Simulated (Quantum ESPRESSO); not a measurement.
# Ba$_{4}$Te$_{3}$Se (changed cell): field gradients at the nuclei

```yaml
crystal:
  lattice:
    - [6.99217, 0.00000, 0.00000]
    - [0.00000, 6.99217, 0.00000]
    - [0.00000, 0.00000, 6.99217]
  atoms:
    - { symbol: Ba, position: [0.00000, 0.00000, 0.00000] }
    - { symbol: Se, position: [0.50000, 0.00000, 0.00000] }
    - { symbol: Ba, position: [0.00000, 0.50000, 0.50000] }
    - { symbol: Te, position: [0.50000, 0.50000, 0.50000] }
    - { symbol: Ba, position: [0.50000, 0.00000, 0.50000] }
    - { symbol: Te, position: [0.00000, 0.00000, 0.50000] }
    - { symbol: Ba, position: [0.50000, 0.50000, 0.00000] }
    - { symbol: Te, position: [0.00000, 0.50000, 0.00000] }
```
The cell was made here from a computed Materials Project entry: one of 4 Te replaced by Se, cell and atoms relaxed (PBE without dispersion, pw.x of a modified build of Quantum ESPRESSO, symmetry kept). The parent is BaTe in Fm-3m; whether this form has been observed was not checked. The swapped cell is a model, not a known phase. Stability against distortions was not tested.

Convention: |Vzz| is the largest principal value, η_Q = (Vxx − Vyy)/Vzz, |C_Q| = |eQVzz/h|. Cores are frozen. Ba, Te had no test against all-electron runs. Spin–orbit coupling is left out, a limit on Ba, Te.

Quadrupole moments taken as inputs (sizes, barn, from the tables of PySCF and pymatgen): ¹³⁷Ba 0.245.

Problem. What do the calculations give at each independent site (field gradients by PBE PAW (JTH datasets; density from pw.x of Quantum ESPRESSO, gradients reconstructed from it by a script), 20 Ha, k-mesh 3×3×3 through Γ)?

Solution. 
```tsv
site	site symmetry	Vzz (10²¹ V/m²)	η_Q	∣C_Q∣ (MHz)
Ba1 (atoms 1, 5, 7)	4/mmm	1.81	0.00	10.7 (¹³⁷Ba)
Se (atom 2)	m-3m	0	–	–
Ba2 (atom 3)	m-3m	0	–	0 (¹³⁷Ba)
Te (atoms 4, 6, 8)	4/mmm	0.24	0.00	–
```
